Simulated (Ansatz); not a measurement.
Simulated powder pattern, Cu Kα, λ = 1.54184 Å (kinematic, ideal powder, no thermal factors, no anomalous dispersion; the 30 strongest lines at most, above 1 %, up to 2θ = 90°):

```
2θ (°)   d (Å)  I/Imax (%)
------  ------  ----------
7.80    11.330         6.6
15.64    5.665         1.5
22.15    4.012         1.4
23.52    3.782         2.5
27.24    3.274         100
31.53    2.837         6.8
31.59    2.832         3.4
32.53    2.752         1.1
32.56    2.750         1.1
45.20    2.006          22
45.24    2.005          44
53.57    1.711          30
53.64    1.709          15
56.19    1.637         2.6
65.84    1.419         7.1
65.96    1.416         3.5
72.63    1.302         5.9
72.69    1.301          12
74.83    1.269         1.1
74.86    1.268         1.1
74.95    1.267         1.1
83.48    1.158          14
83.57    1.157         7.2
89.82    1.092         6.9
89.88    1.091         3.5
89.99    1.090         3.4
```

The pattern belongs to a structure relaxed with the program Ansatz at the PBEsol level (PAW).

Problem. Which compound is it?
A) AlCrB, Cmcm (Al on 4c, B on 4c, Cr on 4c)
B) AlN, wurtzite
C) Al3GaAs4, P-4m2 (Pearson symbol tP8)
D) Ga3Mo, I4/mmm (Ga on 2b, Ga on 4d, Mo on 2a)

Solution. C, Al3GaAs4, P-4m2 (Pearson symbol tP8)

Problem. Give the lattice parameters.

Solution. a = 4.012 Å, c = 11.330 Å.

The start of the workflow was typed in or built on a structure type; neither database checked (COD, Materials Project) lists it. Its standing as an ambient phase is unchecked. Symmetry was held in the PBEsol relaxation; whether a distortion lowers the energy is not shown.

Potentials: the earlier of the program's two PAW sets. The files were generated under PBE; for other functionals the program regenerates the frozen cores, and for LDA and PBEsol the local potential too.
